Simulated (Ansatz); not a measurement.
The calculation used DFT PBE, scalar-relativistic, plane waves, PAW (Ansatz 0.2.0). Settings: cutoff 420 eV, Γ-centred meshes spaced at most about 0.3 Å⁻¹, and about 0.25 Å⁻¹ or finer for metals (2π included), Gaussian smearing. No spin polarisation in the final relaxations.

Temperature and zero-point effects are left out. All come from trial cells, and lower structures may exist.

Question: Order these relaxed structures of BiN by energy, lowest first, with the energy over the lowest of them.
A.

```cif
data_structure
_symmetry_space_group_name_H-M 'Fm-3m'
_symmetry_Int_Tables_number 225
_cell_length_a 5.1454
_cell_length_b 5.1454
_cell_length_c 5.1454
_cell_angle_alpha 90.000
_cell_angle_beta 90.000
_cell_angle_gamma 90.000
_cell_volume 136.22
loop_
_atom_site_label
_atom_site_type_symbol
_atom_site_symmetry_multiplicity
_atom_site_Wyckoff_symbol
_atom_site_fract_x
_atom_site_fract_y
_atom_site_fract_z
_atom_site_occupancy
Bi1 Bi 4 a 0.00000 0.00000 0.00000 1
N1 N 4 b 0.50000 0.00000 0.00000 1
```

B.

```cif
data_structure
_symmetry_space_group_name_H-M 'P-6m2'
_symmetry_Int_Tables_number 187
_cell_length_a 3.4889
_cell_length_b 3.4889
_cell_length_c 3.2680
_cell_angle_alpha 90.000
_cell_angle_beta 90.000
_cell_angle_gamma 120.000
_cell_volume 34.45
loop_
_atom_site_label
_atom_site_type_symbol
_atom_site_symmetry_multiplicity
_atom_site_Wyckoff_symbol
_atom_site_fract_x
_atom_site_fract_y
_atom_site_fract_z
_atom_site_occupancy
Bi1 Bi 1 b 0.00000 0.00000 0.50000 1
N1 N 1 e 0.66667 0.33333 0.00000 1
```

Answer: A (0 meV/atom), B (218 meV/atom). Forms: A rock salt type, Fm-3m; B tungsten carbide type, P-6m2. Counting N atoms around Bi (those within 1.25 times the shortest such distance or 1.15 times the sum of covalent radii; the shortest distance is added where it is long for a bond): A has Bi 6; B has Bi 6 from 2.6 Å. Even the lowest lies +0.80 eV/atom against the elements.

Spin–orbit coupling, which can matter for Bi, is left out. Cells relaxed within their symmetry can be saddle points. Some structure types and database cells were kept out of the candidates from the start, so a known form may be missing.
